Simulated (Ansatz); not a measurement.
Theory: DFT, PBEsol, plane waves (420 eV) with PAW, scalar-relativistic (Ansatz 0.2.0). (PAW data from PBE, frozen cores regenerated.)

An element in the simple cubic structure gives this curve. The cell is scaled uniformly from the relaxed one, with fractional coordinates and shape fixed. Energies are extrapolated to zero smearing, pressures are those at the given smearing. Magnetic state: spin not included.

```csv
V (Å³/atom),E − E₀ (meV/atom),P (GPa)
34.233,13.3,1.03
35.789,5.5,0.62
37.345,1.2,0.29
38.901,0.0,0.01
40.457,1.2,-0.22
42.013,4.5,-0.41
43.569,9.5,-0.57
```

(1) Which element is it?
A. yttrium
B. tellurium
C. sodium
D. bismuth

Results:

(1) C. Its fit is V₀ = 38.85 Å³/atom, B₀ = 6.4 GPa, B₀′ = 3.7.
